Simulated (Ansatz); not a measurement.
HfNi:
```
HfNi
1.0
    1.60379    -4.92166     0.00000
    1.60379     4.92166     0.00000
    0.00000     0.00000     4.04854
Hf Ni
2 2
Cartesian
  1.60379  -3.54959   3.03640
  1.60379   3.54959   1.01213
  1.60379  -0.82446   3.03640
  1.60379   0.82446   1.01213
```

Relaxed with r²SCAN. Special points in fractions of this cell's reciprocal vectors: Γ (0.000, 0.000, 0.000); Y (-0.500, 0.500, 0.000); C0 (-0.277, 0.723, 0.000); Σ0 (0.277, 0.277, 0.000); Z (0.000, 0.000, 0.500); A0 (0.277, 0.277, 0.500); E0 (-0.277, 0.723, 0.500); T (-0.500, 0.500, 0.500); S (0.000, 0.500, 0.000); R (0.000, 0.500, 0.500).

### Question
List the band energies nearest the Fermi level at these points for DFT-r²SCAN in the program Ansatz with PAW potentials.

### Answer
In eV from the Fermi level; about four levels below and three above (degenerate sets whole), none deeper than 8.9 eV; points with the same levels are listed once.

```json
[
 {"k": "Γ", "below": "-1.96 -1.84 -1.61 -0.50", "above": "0.65 0.94 1.51"},
 {"k": "Y", "below": "-2.05 -1.91 -1.89 -0.64", "above": "0.52 0.61 1.68"},
 {"k": "C0", "below": "-1.76 -1.44 -1.25 -1.05", "above": "0.05 0.50 1.42"},
 {"k": "Z", "below": "-1.85 -1.85 -0.71 -0.71", "above": "0.70 0.70 1.67 1.67"},
 {"k": "A0", "below": "-1.44 -1.44 -0.73 -0.73", "above": "0.39 0.39 0.99 0.99"},
 {"k": "T", "below": "-1.93 -1.93 -1.29 -1.29", "above": "1.23 1.23 2.66 2.66"},
 {"k": "S", "below": "-1.52 -1.36 -1.35 -0.96", "above": "0.13 0.21 1.21"},
 {"k": "R", "below": "-1.36 -1.36 -0.53 -0.53", "above": "0.16 0.16 0.86 0.86"}
]
```

Space group Cmcm. The workflow started from a Materials Project entry (that database holds measured and hypothetical structures alike); the Crystallography Open Database copy checked does not list it. Its standing as an ambient phase is unchecked. The r²SCAN relaxation kept the symmetry of its start; its stability against distortions is not shown here. The run is not spin-polarised. Spin–orbit coupling is left out wherever it is not named.

Potentials: the later of the program's two PAW sets.
